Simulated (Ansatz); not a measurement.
IrOs (P-6m2), elastic constants by finite strains: input and output

Method: r²SCAN, PAW on Ansatz 0.2.0's default frozen-core files (fitted under PBE), scalar-relativistic.

Cell and atoms were relaxed beforehand by PAW with this functional.

The structure is one entry of a database and needn't be the stable phase.

Command line:

```sh
ansatz run input.yaml --threads 1 --pin off --max-ram 2560MiB --backend cpu --events-out ev --progress --plain --runs-dir out
```

input.yaml:

```yaml
crystal:
  lattice:
    - [2.73607416041, 0.0, 0.0]
    - [-1.3680370802, 2.36950972956, 0.0]
    - [0.0, 0.0, 4.35327206428]
  atoms:
    - { symbol: Os, position: [0.0, 0.0, 0.0] }
    - { symbol: Ir, position: [0.333333333333, 0.666666666667, 0.5] }
kpoints:
  mp_grid: { grid: [20, 20, 12] }
scf:
  occupations: { method: fermi_dirac, width: 0.1 }
hamiltonian:
  xc: r2scan
  pseudopotentials: { kind: paw }
elastic:
  mode: relaxed_ion
  stencil: two_point
  amplitude: 0.005
```

Output (shortened where marked):

```
Warning: RAYON_NUM_THREADS=1 ignored (pool sized by the plan → 1); use --threads N
Engine: ansatz 0.2.0, aarch64-unknown-linux-gnu
Pseudopotentials: kind: paw
Pseudopotential: Os, paw, valence charge 16, recommended cutoff 500 eV (meta_gga), Os.paw.azcp
Pseudopotential: Ir, paw, valence charge 17, recommended cutoff 500 eV (meta_gga), Ir.paw.azcp
Functional definition: r2SCAN
  parameter k0 = 0.174
  parameter k1 = 0.065
  parameter a1 = 4.9479
  exchange = r2scan_x(k0 = k0, k1 = k1, a1 = a1)
  correlation = r2scan_c
Crystal: 2 atoms, lattice volume = 28.223 Å³
Basis set: ecut = 500 eV, 699 PW (Γ), exchange–correlation on 96×96×128 points (64 copies of the dense FFT grid, shifted against one another)
Bands: 21, of which v1, the nominal top of the filled ones, is band 17 counted from 1 (16 counted from 0)
Symmetry: 12 space group operations
Space group: P-6m2 (ITA 187), of the structure as read, at distance tolerance 3.0e-5 Å
k-points: 308 of 4800 (time reversal used)
Non-local potential: Os, projectors of the file, l = 0: 3, l = 1: 2, l = 2: 2, l = 3: 1
Non-local potential: Ir, projectors of the file, l = 0: 3, l = 1: 2, l = 2: 2, l = 3: 1
PAW form: soft (Blöchl's): semilocal exchange-correlation on the pseudo side does not see the compensation charge
PAW frozen core: Os, regenerated for the run's functional (the file was generated under x = pbe(κ = 0.804, μ = 0.2195149727645171), c = pbe(β = 0.06672455060314922))
PAW frozen core: Ir, regenerated for the run's functional (the file was generated under x = pbe(κ = 0.804, μ = 0.2195149727645171), c = pbe(β = 0.06672455060314922))
PAW one-centre angular grid: Os, 590 points (default); XC on 160 Gauss nodes
PAW one-centre angular grid: Ir, 590 points (default); XC on 160 Gauss nodes
Initial density: superposition of atomic densities (neutral atoms: chi_scale 0, normalization atom), corrected by the library's trained network
Initial wavefunctions: pseudopotential atomic-orbital guess
Functional: x = r2scan, c = r2scan; τ floored in thin density (d = 2e-4 eV/Å³)
SCF iter   1: F=—  HF=-23346.251526 eV  |F-HF|=—  |Δ(HF+E_count)|=         —  Δρ=1.11e-2  dr2=1.00e-2  dr2_τ=4.99e-2  ethr=1.77e-3  ⟨swp⟩=5.1  Hψ=25733  notcnv=0
preconditioner: auto → none  [metal: Δε(μ)=0.012 eV  Ē_g=8.565 eV  σ=0.100 eV  W_gap=0.03  n_scr=8 (ndim 8)  ℏωp=28.8 eV  f_vac=0.000  D(μ)=1.43/eV (n_scr^D=22)  sad-step TF]
SCF iter   2: F=—  HF=-23346.305426 eV  |F-HF|=—  |Δ(HF+E_count)|=   5.39e-2  Δρ=6.80e-3  dr2=3.72e-3  dr2_τ=6.24e-4  ethr=3.04e-5  ⟨swp⟩=2.0  Hψ=12635  notcnv=0
SCF iter   3: F=—  HF=-23346.315430 eV  |F-HF|=—  |Δ(HF+E_count)|=   1.00e-2  Δρ=7.35e-3  dr2=3.74e-2  dr2_τ=3.47e-3  ethr=1.13e-5  ⟨swp⟩=2.0  Hψ=11190  notcnv=0  recentre
SCF iter   4: F=—  HF=-23346.311648 eV  |F-HF|=—  |Δ(HF+E_count)|=   3.78e-3  Δρ=1.33e-3  dr2=7.46e-4  dr2_τ=9.13e-5  ethr=1.13e-5  ⟨swp⟩=2.0  Hψ=9032  notcnv=0
SCF iter   5: F=—  HF=-23346.311614 eV  |F-HF|=—  |Δ(HF+E_count)|=   3.47e-5  Δρ=4.98e-4  dr2=2.91e-5  dr2_τ=5.10e-6  ethr=2.26e-6  ⟨swp⟩=1.1  Hψ=6501  notcnv=0
SCF iter   6: F=—  HF=-23346.311731 eV  |F-HF|=—  |Δ(HF+E_count)|=   1.17e-4  Δρ=1.60e-4  dr2=4.40e-6  dr2_τ=7.69e-7  ethr=8.83e-8  ⟨swp⟩=2.1  Hψ=9658  notcnv=0
[... 127 lines left out ...]
iter 1 solved again at ethr=1.00e-12 eV; its pass at ethr=3.10e-3 eV (dr2=2.52e-14 eV) is discarded
SCF iter   1: F=—  HF=-23346.311381 eV  |F-HF|=—  |Δ(HF+E_count)|=         —  Δρ=9.14e-9  dr2=1.99e-14  dr2_τ=2.66e-15  ethr=1.00e-12  ⟨swp⟩=2.0  Hψ=130911  notcnv=0
SCF iter   2: F=-23346.311381 eV  HF=-23346.311381 eV  |F-HF|=3.64e-12  |Δ(HF+E_count)|=  3.64e-12  Δρ=1.22e-8  dr2=9.67e-14  dr2_τ=9.88e-15  ethr=1.00e-12  ⟨swp⟩=4.1  Hψ=91612  notcnv=0
SCF 19 converged in 2 iterations: F = -23346.311381 eV  dr2 = 9.67e-14
SCF converged after 3 iterations
Free energy (F): -23346.311733 eV
Harris-Foulkes:  -23346.311733 eV  (|F-HF|=3.64e-12)
Internal energy: -23346.263660 eV  (E = F + TS)
E sigma→0 (E₀):  -23346.287696 eV
Entropy (-TS):   -0.048072 eV (-24.036 meV/atom)
Fermi energy:    25.838512 eV
--- Per-component energies (eV) ---
  E_band       = -185.522450
  E_kinetic    = 1186.778181
  E_local      = -1861.822415  (includes V_loc(G=0)·N_el)
  E_nonlocal   = 72.055502
  E_hartree    = 741.265530
  E_xc         = -508.552471
  E_vxc        = -647.986046  (∫ρ·V_xc dr)
  E_paw        = -18288.599464  (= ΣΔE_a)
  E_vpaw       = -456.171158  (= ΣTr[D̂ρ^β])
  E_aug_tail   = -0.000166  (compensation charges beyond the density's cutoff)
  E_vtau       = 39.092594  (kinetic-family band-sum trace: ∫τ·v_τ [+ j·A + Jᵃ·Aᵃ] dr)
  E_ewald      = -4686.686449
  E_core_change = -0.701906  (= ΣΔE_core)
  E_smearing   = -0.048072  (= −TS)
  E_closure    = 0.000000  (closes the sum)
  Σ components = -23346.311733   (vs F -23346.311733, Δ=0.00e0)
--- Forces (eV/Å), atoms counted from 1 ---
  atom   1  Os    -0.00000000    -0.00000000     0.00000000
  atom   2  Ir     0.00000000     0.00000000     0.00000000
  max |Σ_I F_I| component: 3.70e-17 eV/Å
--- Stress (GPa, compression-positive) ---
       -0.004969      -0.000000       0.000000
       -0.000000      -0.004969       0.000000
        0.000000       0.000000      -0.002541
  P = ⅓ Tr σ = -0.0042 GPa (-0.042 kbar)
--- Elastic constants: 3 strain directions × 2 members + reference (group order 12) ---
  dense FFT box of the reference and of every strained cell: 24×24×32
  strains applied: 11, 33, 23; error gains: componentwise 1.00 (the most a stress slope's error grows in a printed constant), spectral 1.41 (1 for all six strains in a standard setting)
  C = ∂σ_k/∂η_j (tension-positive GPa; Voigt order 11 22 33 23 13 12):
       716.427    233.031    237.870      0.000      0.000     -0.000
       233.031    716.427    237.870      0.000      0.000      0.000
       237.844    237.844    774.396      0.000      0.000     -0.000
         0.000      0.000      0.000    160.734      0.000      0.000
         0.000      0.000      0.000     -0.000    160.734      0.000
         0.000      0.000      0.000      0.000      0.000    241.698
  reference stress σ⁰ (GPa):      0.005      0.005      0.003     -0.000     -0.000      0.000
  C* (energy form; C + prestress term) asymmetry max|C*_kj − C*_jk| = 2.848e-2 GPa — a small one proves nothing (zero by symmetry where the batch's group is 432, −43m or m−3m); a large one is finite-difference/SCF noise where ...
  moduli (Voigt/Reuss/Hill, GPa): K = 402.75/402.18/402.47   G = 212.53/203.23/207.88   E = 532.05   ν = 0.280
  mechanically stable: yes (min eigenvalue of sym C = 160.73 GPa)
  the stresses are not corrected for the forces that the relaxations left standing (`elastic.f_tol`)
  strain η (Voigt 11):  stress-route row diagonal C_11 = 716.43 GPa, energy-path curvature d²(F+E_count+ΔE)/dδ²/Ω₀ = 716.31 GPa
         δ    σ_11 (GPa)             F (eV)   n_scf  n_hpsi   n_pw
    -5.000e-3      -3.6726      -23346.3101335       2  140876    735   relax 3 steps, max|allowed force component| 2.29e-6 eV/Å
     5.000e-3       3.4916      -23346.3101796       2  140557    742   relax 2 steps, max|allowed force component| 1.99e-5 eV/Å
  strain η (Voigt 33):  stress-route row diagonal C_33 = 774.40 GPa, energy-path curvature d²(F+E_count+ΔE)/dδ²/Ω₀ = 774.36 GPa
         δ    σ_33 (GPa)             F (eV)   n_scf  n_hpsi   n_pw
    -5.000e-3      -3.9553      -23346.3100061      11  139312    732   relax 0 steps, max|allowed force component| 9.25e-17 eV/Å
     5.000e-3       3.7886      -23346.3100531       9  122430    742   relax 0 steps, max|allowed force component| 9.25e-17 eV/Å
  strain η (Voigt 23):  stress-route row diagonal C_44 = 160.73 GPa, energy-path curvature d²(F+E_count+ΔE)/dδ²/Ω₀ = 160.75 GPa
         δ    σ_23 (GPa)             F (eV)   n_scf  n_hpsi   n_pw
    -5.000e-3      -0.8037      -23346.3113806       2  230481    738   relax 3 steps, max|allowed force component| 1.21e-5 eV/Å
     5.000e-3       0.8037      -23346.3113806       2  230596    738   relax 3 steps, max|allowed force component| 1.21e-5 eV/Å
```

Self-consistency was reached.

### Elastic moduli

Elastic constants of a crystal by Kohn-Sham DFT: slopes of the stress over finite engineering strains of the given cell, Voigt indices, Cartesian axes as in the input; Hill averages of a grain aggregate, Debye temperature from the mean sound speed over directions.

```
Bulk modulus                     : 402.5 GPa
Shear modulus                    : 207.9 GPa
Young modulus                    : 532 GPa
Poisson ratio                    : 0.2797
Bulk over shear modulus          : 1.936
Elastic anisotropy index         : 0.2302
Least young modulus              : 462.6 GPa
Largest young modulus            : 655.2 GPa
Longitudinal sound speed         : 5496 m/s
Transverse sound speed           : 3039 m/s
Elastic debye temperature        : 415.9 K
Linear compressibility (x, y, z) : 0.8625, 0.8625, 0.7615 1/TPa
```

**Strained cells**

Stress of each strained cell less that at rest, tension positive.

```tsv
strain component	strain	stress xx (GPa)	stress yy (GPa)	stress zz (GPa)	stress yz (GPa)	stress xz (GPa)	stress xy (GPa)	relaxation steps
xx	-0.005	-3.678	-1.177	-1.202	0	0	0	3
xx	0.005	3.487	1.153	1.176	0	0	0	2
zz	-0.005	-1.213	-1.213	-3.958	0	0	0	0
zz	0.005	1.166	1.166	3.786	0	0	0	0
yz	-0.005	0.0013	-0.0061	-0.0208	-0.8037	0	0	3
yz	0.005	0.0013	-0.0061	-0.0208	0.8037	0	0	3
```

**Elastic constants**

| Item | Value |
| --- | --- |
| Pressure at rest | -0.004 GPa |
| Least elastic eigenvalue | 160.7 GPa |
| Elastically stable | yes |

| index | elastic (GPa) |
| --- | --- |
| 11 | 716.4 |
| 12 | 233 |
| 13 | 237.9 |
| 33 | 774.4 |
| 44 | 160.7 |

Caveats: frozen-core PAW files fitted under PBE, their cores solved anew for the functional of the run; responses of metals move with mesh and smearing; no spin-orbit coupling on heavy atoms; elastic stability says nothing of phonons or of other phases.

Time and hardware: 24 min on 1 thread of Arm Neoverse V2 (shared host), peak memory 1.3 GiB.
